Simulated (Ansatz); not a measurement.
CuCl:
```xyz
2
Lattice="0.0000 2.6450 2.6450 2.6450 0.0000 2.6450 2.6450 2.6450 0.0000" Properties=species:S:1:pos:R:3 pbc="T T T"
Cu     0.0000     0.0000     0.0000
Cl     3.9675     3.9675     3.9675
```

Tensor components refer to the Cartesian frame of this cell.

Q: Give the proper piezoelectric stress tensor with relaxed ions from plane-wave PAW PBEsol (Ansatz code).

A: In C/m², rows x, y, z, Voigt columns; mesh uncertainty up to 0.01.
```
 0.00   0.00   0.00  -0.44   0.00   0.00
 0.00   0.00   0.00   0.00  -0.44   0.00
 0.00   0.00   0.00   0.00   0.00  -0.44
```

The elastic tensor of the same run (GPa):

|  | 1 | 2 | 3 | 4 | 5 | 6 |
|---|---|---|---|---|---|---|
| 1 | 71.2 | 58.5 | 58.5 | 0.0 | 0.0 | 0.0 |
| 2 | 58.5 | 71.2 | 58.5 | 0.0 | 0.0 | 0.0 |
| 3 | 58.5 | 58.5 | 71.2 | 0.0 | 0.0 | 0.0 |
| 4 | 0.0 | 0.0 | 0.0 | 15.9 | 0.0 | 0.0 |
| 5 | 0.0 | 0.0 | 0.0 | 0.0 | 15.9 | 0.0 |
| 6 | 0.0 | 0.0 | 0.0 | 0.0 | 0.0 | 15.9 |

Q: Convert to strain constants d = e·S.

A: In pC/N:
```
  0.0    0.0    0.0  -27.4    0.0    0.0
  0.0    0.0    0.0    0.0  -27.4    0.0
  0.0    0.0    0.0    0.0    0.0  -27.4
```

Space group F-43m (zinc blende). The cell was relaxed with PBEsol under the symmetry of its start. No spin polarisation was allowed.

Potentials: the later of the program's two PAW sets.
